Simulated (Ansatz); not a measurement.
The relaxed structure here is a generated cell of BP: the first start was made by placing the elements on the sites of a structure type, and the end was not matched to a known phase here, so it may be hypothetical. Known forms of BP include space group No. 216.

One stationary structure of BP. Space group Pmma (No. 51). All values below come from PBEsol (plane waves to 420 eV, PAW, scalar-relativistic; Ansatz, a first-principles code).

```cif
data_B2P2
_chemical_formula_sum 'B2 P2'
_space_group_name_H-M_alt 'Pmma'
_space_group_IT_number 51
_space_group_name_Hall '-P 2a 2a'
_cell_length_a 3.20220
_cell_length_b 3.18620
_cell_length_c 4.56136
_cell_angle_alpha 90.000
_cell_angle_beta 90.000
_cell_angle_gamma 90.000
loop_
_atom_site_label
_atom_site_type_symbol
_atom_site_symmetry_multiplicity
_atom_site_Wyckoff_symbol
_atom_site_fract_x
_atom_site_fract_y
_atom_site_fract_z
_atom_site_occupancy
B1 B 2 f 0.25000 0.50000 0.09493 1
P1 P 2 e 0.25000 0.00000 0.33694 1
```

```yaml
volume_per_atom: 11.63 Å³
band_gap: zero (metallic)
shortest_distances: B–B 1.82 Å; B–P 1.94 Å; P–P 2.19 Å
k-mesh: 10×10×7
```

Band energies at high-symmetry points (eV from the Fermi level; labels of this space group; no spin-orbit coupling), from −5 eV up to 1.3 eV:

```csv
point,energies
Γ,-4.44 -4.42 -0.42 0.12 0.44 0.74 1.05
X,-2.29 -2.29
S,-3.24 -3.24 -0.43 -0.43
Y,-4.01 -2.74 -1.26
Z,-4.62 -3.37 -3.25 -3.12 -2.89 -2.55 1.04
U,-2.12 -2.12 -1.56 -1.56
R,-4.76 -4.76
T,-3.04 -2.53 -1.06 -0.75
```

No spin polarisation in the result.

It was reached from a disturbed copy of a P4/nmm (No. 129) cell, against which it lies -0.50 eV/atom.
